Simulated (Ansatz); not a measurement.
PbO:
```cif
data_O2Pb2
_chemical_formula_sum 'Pb2 O2'
_space_group_name_H-M_alt 'P 1'
_space_group_IT_number 1
_cell_length_a 4.05605
_cell_length_b 4.05605
_cell_length_c 5.59757
_cell_angle_alpha 90.000
_cell_angle_beta 90.000
_cell_angle_gamma 90.000
loop_
_space_group_symop_operation_xyz
  'x, y, z'
loop_
_atom_site_label
_atom_site_type_symbol
_atom_site_fract_x
_atom_site_fract_y
_atom_site_fract_z
_atom_site_occupancy
Pb1 Pb 0.50000 0.00000 0.21272 1
Pb2 Pb 0.00000 0.50000 0.78728 1
O1 O 0.00000 0.00000 0.00000 1
O2 O 0.50000 0.50000 0.00000 1
```

Relaxed with PBE. PBE in the plane-wave PAW code Ansatz gives a gap of 1.80 eV.

What gap does HSE06 give on the same cell (Ansatz, PAW)?

2.57 eV, 0.77 eV more. The hybrid was solved on a coarser mesh and at special points; its gap is the smallest among all of these.

| k | v1 PBE | c1 PBE | v1 HSE06 | c1 HSE06 |
|---|---|---|---|---|
| Γ | 0.00 | 1.91 | ? | ? |
| Z | -0.76 | 1.83 | ? | ? |
| M | -0.84 | 1.80 | -1.19 | 2.57 |
| A | -0.84 | 3.73 | ? | ? |
| R | -0.89 | 2.88 | ? | ? |
| X | -1.31 | 3.14 | -1.47 | 3.99 |

Top valence (v1) and lowest conduction level (c1) in eV from each method's valence maximum (which need not be a listed point): supply the withheld HSE06 values.


- Γ, v1 HSE06: 0.00
- Γ, c1 HSE06: 2.78
- Z, v1 HSE06: -0.95
- Z, c1 HSE06: 2.71
- R, v1 HSE06: -1.06
- R, c1 HSE06: 3.69
- A, v1 HSE06: -1.19
- A, c1 HSE06: 4.56

Cost on shared cores: the PBE run (SCF on a 7×7×5 mesh, then bands and DOS) around 26 core-seconds (rough), the HSE06 run (SCF on 5×5×4, then a few points) around 3 core-minutes (rough); the tasks are unlike.

Space group P4/nmm. The PBE relaxation kept the symmetry of its start. The volume lies over 15 % above that of the usual cell of this phase: another minimum, or an error of the functional. A crystal of weakly bound layers computed without a dispersion correction: the cell and the soft elastic constants depend strongly on that. Scalar-relativistic: spin–orbit coupling is off unless named, which matters more the heavier the elements.

Potentials: the later of the program's two PAW sets.
